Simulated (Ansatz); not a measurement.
Rh:
```
Rh
1.0
    0.00000     1.89414     1.89414
    1.89414     0.00000     1.89414
    1.89414     1.89414     0.00000
Rh
1
Direct
  0.00000   0.00000   0.00000
```

Relaxed with r²SCAN+D4. Special points in fractions of this cell's reciprocal vectors: Γ (0.000, 0.000, 0.000); X (0.500, 0.000, 0.500); U (0.625, 0.250, 0.625); K (0.375, 0.375, 0.750); L (0.500, 0.500, 0.500); W (0.500, 0.250, 0.750).

### Question
List the band energies nearest the Fermi level at these points for r²SCAN+D4 in the plane-wave PAW code Ansatz.

### Answer
In eV from the Fermi level; about four levels below and three above (degenerate sets whole), none deeper than 8.9 eV; … stands for higher levels left out; points with the same levels are listed once.

```tsv
k	below	above
Γ	-8.24 -3.23 -3.23 -3.23	…
X	-6.65 -6.28	0.51 …
U	-5.81 -5.01 -2.15 -0.78	…
L	-6.42 -3.35 -3.35	…
W	-5.29 -3.99 -3.99 -1.31	…
```

Space group Fm-3m (fcc (Cu type)). The cell was relaxed with r²SCAN+D4 under the symmetry of its start. The run is not spin-polarised. The pairwise dispersion correction was not fitted to metals. Scalar-relativistic: spin–orbit coupling is off unless named, which matters more the heavier the elements.

Potentials: the earlier of the program's two PAW sets.
